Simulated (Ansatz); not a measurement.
Level of theory: DFT PBE, scalar-relativistic, plane waves, PAW, and for the lanthanide a 4f-in-core norm-conserving potential (Ansatz). Settings: cutoff 690 eV, Γ-centred meshes spaced at most about 0.3 Å⁻¹, and about 0.25 Å⁻¹ or finer for metals (2π included), Gaussian smearing. No spin polarisation in the final relaxations.

All energies are static (0 K, no zero-point motion). All come from trial cells, and lower structures may exist.

Problem. Order these relaxed structures of Sm₂B₂Rh by energy, lowest first, with the energy over the lowest of them.
1.

```xyz
5
Lattice="4.8095 0.0000 0.0000 -2.4047 4.1651 0.0000 0.0000 0.0000 5.4597" Properties=species:S:1:pos:R:3 pbc="T T T"
Sm    0.0000    2.7768    2.7299
Sm    2.4047    1.3884    2.7299
B     0.0000    0.0000    3.5090
B     0.0000    0.0000    1.9507
Rh    0.0000    0.0000    0.0000
```

2.

```xyz
5
Lattice="3.6883 0.0000 0.0000 -1.8441 3.1941 0.0000 0.0000 0.0000 7.9990" Properties=species:S:1:pos:R:3 pbc="T T T"
Sm    0.0000    2.1294    2.2572
Sm    1.8441    1.0647    5.7418
B     0.0000    2.1294    7.3981
B     1.8441    1.0647    0.6009
Rh    0.0000    0.0000    0.0000
```

3.

```xyz
5
Lattice="3.6528 0.0000 0.0000 -1.8264 3.1634 0.0000 0.0000 0.0000 8.8423" Properties=species:S:1:pos:R:3 pbc="T T T"
Sm    0.0000    0.0000    7.2128
Sm    0.0000    0.0000    1.6295
B     0.0000    2.1090    4.4211
B     1.8264    1.0545    4.4211
Rh    0.0000    0.0000    4.4211
```

4.

```xyz
5
Lattice="5.2741 0.0000 0.0000 0.0000 5.2741 0.0000 0.0000 0.0000 3.1937" Properties=species:S:1:pos:R:3 pbc="T T T"
Sm    0.0000    2.6370    1.5968
Sm    2.6370    0.0000    1.5968
B     2.6370    2.6370    0.8009
B     2.6370    2.6370    2.3928
Rh    0.0000    0.0000    0.0000
```

Solution. 2 (0 meV/atom), 4 (44 meV/atom), 3 (523 meV/atom), 1 (918 meV/atom). Forms: 2 P-3m1; 4 P4/mmm; 3 P6/mmm; 1 P6/mmm. Counting B atoms around Rh and Sm (those within 1.25 times the shortest such distance or 1.15 times the sum of covalent radii, 1.27 where that leaves under three; a plus sign parts nearer from farther groups; the shortest distance is added where it exceeds 1.18 times the sum of covalent radii): cell 2 has Sm 4, Rh 6; cell 4 has Sm 4, Rh 8+8 from 3.8 Å; cell 3 has Sm 6 from 3.5 Å, Rh 6; cell 1 has Sm 6, Rh 2. Cell 4 holds B–B chains (shortest 1.59 Å); cell 1 holds B–B pairs (shortest 1.56 Å) (bonds between like non-metal atoms; other contacts aren't counted).

Cells relaxed within their symmetry can be saddle points. Some structure types and database cells were kept out of the candidates from the start, so a known form may be missing.

The lanthanide is trivalent by construction, without f bands, f moments or other valences.
